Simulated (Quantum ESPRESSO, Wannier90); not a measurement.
Wannier functions of Hg (P-1, model phase)

Structure: Materials Project mp-569360, symmetrised, not relaxed again. This isn't the element's usual structure (rhombohedral); take it as a model of another phase. Computed values, not measurements, from PBEsol: Quantum ESPRESSO (norm-conserving PseudoDojo potentials, cutoff 53 Ry, spinors with spin-orbit coupling) on a Γ-centred 6×4×4 mesh, then Wannier90. Density: 14×14×6 mesh, cold smearing 0.01 Ry.

```
begin unit_cell_cart
ang
    3.3205600000    0.0000000000    0.0000000000
   -1.4721410000    3.0761350000    0.0000000000
   -0.9583350000   -1.3973030000    8.1206090000
end unit_cell_cart
mp_grid = 6 4 4
```

**Question.** Which shells of neighbouring k-points and which b-vectors and weights does Wannier90 pick for this cell and mesh?

**Answer.** 
```
 *---------------------------------- K-MESH ----------------------------------*
 +----------------------------------------------------------------------------+
 |                    Distance to Nearest-Neighbour Shells                    |
 |                    ------------------------------------                    |
 |          Shell             Distance (Ang^-1)          Multiplicity         |
 |          -----             -----------------          ------------         |
 |             1                   0.193433                      2            |
 |             2                   0.355285                      2            |
 |             3                   0.373094                      2            |
 |             4                   0.386867                      2            |
 |             5                   0.433692                      2            |
 |             6                   0.476449                      2            |
 |             7                   0.479020                      2            |
 |             8                   0.507277                      2            |
       ... (lines left out)
 +----------------------------------------------------------------------------+
 | The b-vectors are chosen automatically                                     |
 | SVD found small singular value, Rejecting this shell and trying the next   |
 | SVD found small singular value, Rejecting this shell and trying the next   |
 | The following shells are used:                       1,  2,  3,  7,  8,  9 |
 +----------------------------------------------------------------------------+
 |                        Shell   # Nearest-Neighbours                        |
 |                        -----   --------------------                        |
 |                          1               2                                 |
 |                          2               2                                 |
 |                          3               2                                 |
 |                          4               2                                 |
 |                          5               2                                 |
 |                          6               2                                 |
 +----------------------------------------------------------------------------+
 | Completeness relation is fully satisfied [Eq. (B1), PRB 56, 12847 (1997)]  |
 +----------------------------------------------------------------------------+
 |                  b_k Vectors (Ang^-1) and Weights (Ang^2)                  |
 |                  ----------------------------------------                  |
 |            No.         b_k(x)      b_k(y)      b_k(z)        w_b           |
 |            ---        --------------------------------     --------        |
 |             1         0.000000    0.000000    0.193433    11.807335        |
 |             2         0.000000    0.000000   -0.193433    11.807335        |
 |             3         0.315368    0.150925    0.063187     1.989029        |
 |             4        -0.315368   -0.150925   -0.063187     1.989029        |
 |             5         0.315368    0.150925   -0.130246     1.552403        |
 |             6        -0.315368   -0.150925    0.130246     1.552403        |
 |             7         0.315368   -0.359715   -0.024678     0.900747        |
 |             8        -0.315368    0.359715    0.024678     0.900747        |
 |             9         0.315368   -0.359715    0.168755     0.585127        |
 |            10        -0.315368    0.359715   -0.168755     0.585127        |
 |            11         0.000000    0.510640    0.087865     0.870816        |
 |            12         0.000000   -0.510640   -0.087865     0.870816        |
```
